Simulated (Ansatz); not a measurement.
**BiTe in the zincblende structure**

Level of theory: DFT, PBEsol, scalar-relativistic, no spin polarisation; plane waves to 420 eV with PAW datasets (Ansatz 0.2.0), Γ-centred 8×8×8 mesh, 0.05 eV Gaussian smearing; PAW files: Ansatz's generated set soft_2.

```cif
data_structure
_symmetry_space_group_name_H-M 'F-43m'
_symmetry_Int_Tables_number 216
_cell_length_a 7.1215
_cell_length_b 7.1215
_cell_length_c 7.1215
_cell_angle_alpha 90.000
_cell_angle_beta 90.000
_cell_angle_gamma 90.000
_cell_volume 361.17
loop_
_atom_site_label
_atom_site_type_symbol
_atom_site_symmetry_multiplicity
_atom_site_Wyckoff_symbol
_atom_site_fract_x
_atom_site_fract_y
_atom_site_fract_z
_atom_site_occupancy
Bi1 Bi 4 a 0.00000 0.00000 0.00000 1
Te1 Te 4 d 0.25000 0.25000 0.75000 1
```

The start was a prototype's sites filled with these elements. The Crystallography Open Database lists the compound in space groups P-3m1, Fm-3m (rock salt), so this is a trial structure.

The cell above was scaled in volume, its shape and atoms being fixed by the lattice's symmetry. Energies are counted from the cell above.

The cell is relaxed to zero pressure at this level.

```json
{"V (Å³/atom)": "43.34", "ΔE (meV/atom)": "7.5", "P (GPa)": "1.40"}
{"V (Å³/atom)": "44.24", "ΔE (meV/atom)": "1.8", "P (GPa)": "0.65"}
{"V (Å³/atom)": "45.15", "ΔE (meV/atom)": "0.0", "P (GPa)": "-0.01"}
{"V (Å³/atom)": "46.05", "ΔE (meV/atom)": "1.7", "P (GPa)": "-0.60"}
{"V (Å³/atom)": "46.95", "ΔE (meV/atom)": "6.5", "P (GPa)": "-1.13"}
```

Question: What do the points give for the equilibrium volume, the bulk modulus and its pressure derivative (third-order Birch–Murnaghan)?

Answer: V0 = 45.14 Å³/atom, B0 = 31 GPa, B0′ isn't fixed: the energies give 5.0, and a fit of the pressures differs by over 0.35.

B0·V0 = 31.0 GPa × 45.14 Å³ = 8.74 eV/atom sets the scale: near the minimum ΔE ≈ ½ B0 V0 x², with x = V/V0 − 1, and a pressure of 0.3 GPa squeezes the volume by about 1 %. At the ends of the curve: x = −4.0 % predicts 6.9 meV/atom and the run gives 7.5; x = +4.0 % predicts 7.0 meV/atom and the run gives 6.5. The curve is steeper than the parabola on the compressed side and flatter on the expanded side: the bulk modulus rises with pressure.

For elements this heavy, spin–orbit coupling would shift levels and gaps; it isn't included here. The cell is a metal with an odd number of electrons, and spin polarisation wasn't tried.
